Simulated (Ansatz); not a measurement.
MgCd3 (space group P6_3/mmc)

```
CELL_PARAMETERS angstrom
      6.26456     0.00000     0.00000
     -3.13228     5.42527     0.00000
      0.00000     0.00000     4.94385
ATOMIC_POSITIONS crystal
  Mg 0.66667 0.33333 0.75000
  Mg 0.33333 0.66667 0.25000
  Cd 0.66582 0.83291 0.75000
  Cd 0.33418 0.16709 0.25000
  Cd 0.83291 0.66582 0.25000
  Cd 0.16709 0.33418 0.75000
  Cd 0.16709 0.83291 0.75000
  Cd 0.83291 0.16709 0.25000
```

The slice is a (-1 2 -1 0) plane (indices of the conventional cell) through the point (0.666, 0.833, 0.750) (fractional), spanned by u = [001] and v = [210] in vectors of this cell: u (4.94 Å) and v (10.85 Å, at 90° to u). It covers one period; positions are fractions (u, v).

Level of theory: r2SCAN (plane waves to 500 eV, PAW, scalar-relativistic; Ansatz, a first-principles code). k mesh 9×9×10. Inside the PAW spheres the values are not all-electron values, and peaks at nuclei hang on which shells count as valence. MgCd3 was relaxed with its symmetry unable to fall.

Problem. Predict the map of the electrostatic potential energy of an electron, from the cell's mean on the slice.

Solution. 
```
|xxx-######-xx|
|xx +*-  -*+ x|
|:=**:xxxx:**=|
|%%%*xxxxxx*%%|
|%%%+xxxxxx+%%|
|#%%*.xxxx.*%%|
|##%%+.xx.+%%#|
|#%%@%*++*%@%%|
|%%@@@%%%%@@@%|
|#%@@@%%%%@@@%|
|-=*%@%##%@%*=|
|xx.*%%##%%*.x|
|xxx-#%%%%#-xx|
|xxx:#%%%%#:xx|
|xxx-######-xx|
|xx.++:  :++.x|
|-=**.xxxx.**=|
|#%%*xxxxxx*%%|
|%%%*xxxxxx*%%|
|#%%# xxxx #%%|
|*#%%+ xx +%%#|
|##%@%#++#%@%#|
|%%@@@%%%%@@@%|
|#%@@@%%%%@@@%|
|:-*%@%##%@%*-|
|xx *%%##%%* x|
|xxx-%%%%%%-xx|
|xxx.#%%%%#.xx|
```
Scale: ten equal steps from -1.00 (start of ' ') to 7.75 (end of '@'), in the order ' .:-=+*#%@'. Values: electrostatic potential energy of an electron, from the cell's mean, in eV. The map has 13 points along u (one character each, u = 0 at the left) and 28 along v (v = 0 in the bottom row). Points within 1 Å of a nucleus are blanked (x), as the pseudised field means little there. Values under -1 eV are set to -1. The zero, the cell's mean, hangs on the PAW cores.
